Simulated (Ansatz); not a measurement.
**Notes on BeAl2Sn2**

```
CELL_PARAMETERS angstrom
2.08774 3.61608 0.00000
-2.08774 3.61608 0.00000
0.00000 0.00000 6.68234
ATOMIC_POSITIONS crystal
Sn 0.33330 0.33340 0.26545
Sn 0.66670 0.66660 0.73455
Al 0.33330 0.33340 0.64230
Al 0.66670 0.66660 0.35770
Be 0.00000 0.00000 0.00000
```

Level: r2SCAN, no spin polarisation; 500 eV; 9×9×5 Γ-centred mesh; fermi-dirac occupations (width 0.1 eV); Ansatz 0.2.0, fixed geometry.

Problem. Is it stable against the elements?

Solution. 0.84 eV an atom against the elements' usual phases (free molecules for gases, crystals otherwise, with no correction for O₂ or N₂), so at this geometry it isn't bound against them. Relaxing would lower it.

Problem. Which atom feels the largest force, and which way?

Solution. The largest is on Sn1 (and as large on other atoms): 4.04 eV/Å, components (0.00, 0.00, -4.04). It makes 104° with the line to a nearest neighbour, Al4 at 2.49 Å.

Problem. Metal or insulator?

Solution. It is a metal, with about 0.99 states/eV a cell as the mean within 0.25 eV of the Fermi level, mostly Sn p (48 %), Be s (19 %) and Al p (15 %).

Problem. What does the stress say?

Solution. The pressure is 14.7 GPa (compression positive), so with the atoms held at these fractions the cell would first expand; the forces are large, so a full relaxation may end otherwise.

Origin: a known structure type with other elements, at an estimated volume, so it need not be a known compound. Caveats: atoms or cell far from equilibrium.
